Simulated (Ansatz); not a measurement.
Relaxed-ion elastic tensor of GaN (wurtzite, space group No. 186) in GPa (Voigt order), PBEsol (plane waves, PAW; program Ansatz); density 6.11 g/cm³, 11.37 Å³ per atom.

|  | 1 | 2 | 3 | 4 | 5 | 6 |
|---|---|---|---|---|---|---|
| 1 | 344 | 128 | 92.3 | 0.0 | 0.0 | 0.0 |
| 2 | 128 | 344 | 92.3 | 0.0 | 0.0 | 0.0 |
| 3 | 92.3 | 92.3 | 381 | 0.0 | 0.0 | 0.0 |
| 4 | 0.0 | 0.0 | 0.0 | 91.5 | 0.0 | 0.0 |
| 5 | 0.0 | 0.0 | 0.0 | 0.0 | 91.5 | 0.0 |
| 6 | 0.0 | 0.0 | 0.0 | 0.0 | 0.0 | 108 |

Is the crystal mechanically stable?

Yes: the smallest eigenvalue of C is 91.5 GPa.

Work out the Voigt, Reuss and Hill averages.

K_V = 188, K_R = 188, K_H = 188; G_V = 109, G_R = 106, G_H = 107 GPa.

Give Young's modulus, Poisson's ratio, Pugh's ratio and the universal anisotropy index.

E = 9KG/(3K + G) = 270 GPa; ν = 0.26; K/G = 1.76 (near the Pugh limit of 1.75, no verdict); A_U = 5G_V/G_R + K_V/K_R − 6 = 0.14.

Estimate the sound speeds and the Debye temperature.

v_l = √((K + 4G/3)/ρ) = 7360 m/s, v_t = √(G/ρ) = 4190 m/s, mean 4650 m/s; Θ = (h/k)(3n/4πV)^(1/3) v_m = 616 K.

How much does each axis shrink under pressure?

Linear compressibilities β_i = Σ_j S_ij (j = 1 to 3): x 1.8, y 1.8, z 1.8 per TPa.

Space group P6_3mc (wurtzite). The cell was relaxed with PBEsol under the symmetry of its start.

Potentials: the earlier of the program's two PAW sets. The files were generated under PBE; for other functionals the program regenerates the frozen cores, and for LDA and PBEsol the local potential too.
